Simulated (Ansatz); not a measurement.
According to PBE (plane waves, PAW; program Ansatz), GaAs in the hexagonal phase (P6_222; Ga on 3d, As on 3c) relaxes to a = 4.081 Å, c = 8.937 Å. Against the elements it lies at -0.16 eV/atom, with no fitted shifts.

Electronic character: no gap, with almost no states at the Fermi level (zero-gap or semimetallic).

The start of the workflow was typed in or built on a structure type; neither database checked (COD, Materials Project) lists it. It is not the phase usual at ambient conditions (space group No. 216). Symmetry was held in the PBE relaxation; its stability against distortions is not shown here. The references are the lowest solids computed at this level, not always the standard phases. Scalar-relativistic: spin–orbit coupling is off unless named, which matters more the heavier the elements.

Potentials: the earlier of the program's two PAW sets.
